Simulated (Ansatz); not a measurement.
Al$_{2}$O$_{3}$ (corundum)

```xyz
10
Lattice="2.4040 1.3879 4.3739 -2.4040 1.3879 4.3739 0.0000 -2.7759 4.3739" Properties=species:S:1:pos:R:3 pbc="T T T"
Al     0.0000     0.0000     4.6205
Al     0.0000     0.0000     1.9403
Al     0.0000     0.0000     8.5011
Al     0.0000     0.0000    11.1813
O     -0.9320     1.3879     7.6543
O     -0.7360    -1.5011     7.6543
O      1.6680     0.1132     7.6543
O      0.9320    -1.3879     5.4673
O      0.7360     1.5011     5.4673
O     -1.6680    -0.1132     5.4673
```

The slice is a (0001) plane (indices of the conventional cell) through the point (0.944, 0.250, 0.556) (fractional), spanned by u = [1 0 -1] and v = [-1 2 -1] in vectors of this cell: u (4.81 Å) and v (8.33 Å, at 90° to u). It covers one period; positions are fractions (u, v).

Computed with PBE (plane waves to 420 eV, PAW, scalar-relativistic; Ansatz, a program for electronic structure). k mesh 8×8×8. These are valence fields of a PAW run, semicore shells included where kept as valence: close to a nucleus they are smooth pseudo fields. Al2O3 was relaxed with its symmetry unable to fall. The PAW data are Ansatz's earlier set.

### Question
Predict the map of the electrostatic potential energy of an electron, from the cell's mean on the slice.

### Answer
```
|xxx*++*#@@%#xx|
|xx%%#xxxx#+--x|
|#@@@#xxxx=   :|
|*@@@#xxxx-    |
|#@@%*xxxx+   :|
|*%#+--=*%#+--=|
|xx+   :#@@%*xx|
|xx-    *@@@#xx|
|xx=   :#@@@#xx|
|xx#+--xxx%%#xx|
|#@@%#xxxxx*++*|
|%@@@%xxxxx+==*|
|#@@%#xxxxx*++*|
|xx#+--xxx%%#xx|
|xx=   :#@@@#xx|
|xx-    *@@@#xx|
|xx+   :#@@%*xx|
|*%#+--=*%#+--=|
|#@@%*xxxx+   :|
|*@@@#xxxx-    |
|#@@@#xxxx=   :|
|xx%%#xxxx#+--x|
|xxx*++*#@@%#xx|
|xxx+==*%@@@%xx|
```
Scale: ten equal steps from -1.00 (start of ' ') to 7.78 (end of '@'), in the order ' .:-=+*#%@'. Values: electrostatic potential energy of an electron, from the cell's mean, in eV. The map has 14 points along u (one character each, u = 0 at the left) and 24 along v (v = 0 in the bottom row). Points within 0.8 Å of a nucleus are blanked (x), as the pseudised field means little there. Values under -1 eV are set to -1. The zero, the cell's mean, hangs on the PAW cores.
